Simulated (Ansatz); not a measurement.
**Na₄CoO₃: predicting SCF behaviour**

We look at Na₄CoO₃: the coordinates of a database entry, unrelaxed (space group Cc), with 16 atoms per cell. Forces or pressure are large there, so the entry is far from the computed equilibrium and may be faulty or of a sample under other conditions. Source: COD entry 1523213, which need not be the ambient phase.

```yaml
crystal:
  lattice:
    - [5.49650, -2.87450, 0.00000]
    - [5.49650, 2.87450, 0.00000]
    - [-3.30158, 0.00000, 7.42943]
  atoms:
    - { symbol: Na, position: [0.99000, 0.30400, 0.49100] }
    - { symbol: Na, position: [0.30400, 0.99000, 0.99100] }
    - { symbol: O, position: [0.32900, 0.33500, 0.13000] }
    - { symbol: O, position: [0.33500, 0.32900, 0.63000] }
    - { symbol: Na, position: [0.62900, 0.93700, 0.65800] }
    - { symbol: Na, position: [0.93700, 0.62900, 0.15800] }
    - { symbol: Co, position: [0.36070, 0.66270, 0.29180] }
    - { symbol: Co, position: [0.66270, 0.36070, 0.79180] }
    - { symbol: O, position: [0.02100, 0.91500, 0.34600] }
    - { symbol: O, position: [0.91500, 0.02100, 0.84600] }
    - { symbol: Na, position: [0.10200, 0.74400, 0.57100] }
    - { symbol: Na, position: [0.74400, 0.10200, 0.07100] }
    - { symbol: O, position: [0.64700, 0.67900, 0.35900] }
    - { symbol: O, position: [0.67900, 0.64700, 0.85900] }
    - { symbol: Na, position: [0.55900, 0.13500, 0.40000] }
    - { symbol: Na, position: [0.13500, 0.55900, 0.90000] }
```

Numbers behind element symbols give the atom's place in this list.

Theory: DFT, r2SCAN, PAW, plane waves, scalar-relativistic (Ansatz).

| Item | Value |
| --- | --- |
| Plane-wave cutoff | 500 eV |
| k-point mesh | 3×3×2 (Γ-centred) |
| Occupations | Fermi–Dirac smearing, 0.05 eV |
| Valence electrons | 142 |
| Spin | off |

The starting density is a sum of atomic densities corrected by a trained network, so it is already close to self-consistency.

A semilocal functional without U tends to delocalise d and f electrons, and can give a metal where the real compound is an insulator. Spin is off, though the compound may be magnetic.

Default run: converged in 18 iterations, with no gap on the k-mesh. The search for lower states is off, and runs that name a mixer don't switch to direct minimisation.

(1) What happens with Fermi–Dirac width 0.003 eV, no switch to direct minimisation (limit 60 iterations)?

(2) Outcome with Broyden, β 0.3, history 8, no preconditioner (limit 60 iterations)?

(3) What happens with Broyden, β 0.3, preconditioner Kerker scaled by the density of states (limit 60 iterations)?

(4) Rank these settings by the iterations they needed, fewest first.
A. Anderson, β 0.2, history 12, no preconditioner
B. Broyden, β 0.3, preconditioner Kerker scaled by the density of states
C. Broyden, β 0.3, history 8, no preconditioner

Results:

(1) Converged in 24 iterations: free energy shifted by +6.6 meV/atom, zero-width estimate shifted by +1.3 meV/atom, forces change by up to 0.289 eV/Å, pressure 0.2 GPa against 0.3.

(2) Converged in 18 iterations: the same free energy.

(3) Converged in 26 iterations: the same free energy.

(4) C (18), A (19), B (26).
